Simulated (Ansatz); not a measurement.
Data:

BRu:
```
CELL_PARAMETERS angstrom
      2.67137     0.00000     0.00000
      0.00000     2.67137     0.00000
      0.00000     0.00000     2.67137
ATOMIC_POSITIONS crystal
  Ru 0.00000 0.00000 0.00000
  B  0.50000 0.50000 0.50000
```

This is the PBEsol-relaxed structure.

### Question
All from plane-wave PAW PBEsol (Ansatz code), unless another level is named. Estimate the Debye temperature from the elastic constants.

### Answer
570 K.

### Question
Give the highest zone-centre frequency.

### Answer
251 cm⁻¹.

### Question
And the elastic constants (relaxed ions, GPa)?

### Answer
C11 = 687, C12 = 181, C44 = 77.5.

Space group Pm-3m (CsCl type). The cell is a constructed one: a structure type filled with these elements; neither database checked (COD, Materials Project) lists it. Whether it is the stable phase at ambient conditions was not checked. The cell was relaxed with PBEsol under the symmetry of its start; whether a distortion lowers the energy is not shown. No spin polarisation was allowed. As this level gives no gap, shear constants depend on the k-mesh and smearing (Fermi–Dirac, 0.1 eV here). As this level gives no gap, phonon frequencies hold no LO–TO term and depend on the k-mesh and smearing (Fermi–Dirac, 0.1 eV here).

Potentials: the earlier of the program's two PAW sets. The files were generated under PBE; for other functionals the program regenerates the frozen cores, and for LDA and PBEsol the local potential too.
